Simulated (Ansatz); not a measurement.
This AlTl2AuC6N6 structure is the end of a relaxation. The cell was found from a structure generator's guess, not taken from experiment.

These are results of Ansatz, DFT PBE, scalar-relativistic, plane waves, PAW, not measurements. Cutoff 420 eV, Γ-centred mesh, Gaussian smearing, no spin polarisation.

```yaml
crystal:
  lattice:
    - [-4.06763, 4.86395, 4.97115]
    - [4.06763, -4.86395, 4.97115]
    - [4.06763, 4.86395, -4.97115]
  atoms:
    - { symbol: Al, position: [0.95371, 0.95371, 0.00000] }
    - { symbol: Tl, position: [0.95347, 0.67297, 0.28050] }
    - { symbol: Tl, position: [0.39247, 0.67297, 0.71950] }
    - { symbol: C, position: [0.69426, 0.00988, 0.68438] }
    - { symbol: C, position: [0.74327, 0.45433, 0.71106] }
    - { symbol: C, position: [0.16763, 0.88337, 0.71575] }
    - { symbol: C, position: [0.32549, 0.00988, 0.31562] }
    - { symbol: C, position: [0.16763, 0.45188, 0.28425] }
    - { symbol: C, position: [0.74327, 0.03222, 0.28894] }
    - { symbol: Au, position: [0.61806, 0.11806, 0.50000] }
    - { symbol: N, position: [0.75703, 0.96196, 0.79507] }
    - { symbol: N, position: [0.81484, 0.64078, 0.82594] }
    - { symbol: N, position: [0.09355, 0.92108, 0.82754] }
    - { symbol: N, position: [0.16689, 0.96196, 0.20493] }
    - { symbol: N, position: [0.09355, 0.26601, 0.17246] }
    - { symbol: N, position: [0.81484, 0.98890, 0.17406] }
```

The zero of energy is the elements' standard structures at the same level (N₂ as a molecule); no fitted shifts are applied.

Q: Find its symmetry and describe it.

A: Imm2 (No. 44). Conventional cell: a = 8.135 Å, b = 9.728 Å, c = 9.942 Å. Al is surrounded by 6 N at 1.98–2.00 Å; Tl is surrounded by 2 C at 2.76 Å, 1 N at 2.97 Å, 1 C at 3.37 Å and 4 N at 3.38–3.50 Å; C on its first site has 1 N at 1.18 Å and 1 Au at 2.09 Å; around Au lie 4 C at 2.09–2.12 Å; N on its first site has 1 C at 1.18 Å, 1 Al at 2.00 Å, 4 N at 2.77–2.85 Å and 1 Tl at 2.97 Å; 4 more sites not described.

Q: What is its formation energy per atom?

A: +0.227 eV/atom. A positive value: parting into the elements would lower its energy.

Q: Is it a metal?

A: No, the gap on the 4×4×4 mesh is 3.04 eV.

The last run used a 4×4×4 mesh for its 16-atom cell and Gaussian smearing of 0.02 eV. These runs have no spin–orbit coupling, which can matter for Au and Tl. Kohn–Sham gaps at this level usually fall short of measured ones. The missing spin–orbit coupling can work the other way here. The reference form of C is held partly by dispersion forces, which this level lacks. This cell was reached by moving the atoms of another relaxed cell at random and relaxing again, last within the group found; it had no such test of its own.
